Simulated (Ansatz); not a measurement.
Relaxed-ion elastic tensor of BC3 in space group P6/mmm (No. 191; B on 2c, C on 6l) in GPa (Voigt order), the program Ansatz at the r²SCAN+D4 level (PAW); density 1.82 g/cm³, 10.67 Å³ per atom.

```
 758   135  -4.3   0.0   0.0   0.0
 135   758  -4.3   0.0   0.0   0.0
-4.3  -4.3  23.6   0.0   0.0   0.0
 0.0   0.0   0.0  -4.5   0.0   0.0
 0.0   0.0   0.0   0.0  -4.5   0.0
 0.0   0.0   0.0   0.0   0.0   312
```

Q: Is the crystal mechanically stable?

A: No: the smallest eigenvalue of C is -4.5 GPa.

The start of the workflow was typed in or built on a structure type; neither database checked (COD, Materials Project) lists it. Whether it is the stable phase at ambient conditions was not checked. The r²SCAN+D4 relaxation kept the symmetry of its start. At this level the phase is mechanically unstable. Its formation energy is positive at this level, so the cell may be metastable or incomplete.

Potentials: the earlier of the program's two PAW sets. The files were generated under PBE; for other functionals the program regenerates the frozen cores, and for LDA and PBEsol the local potential too.
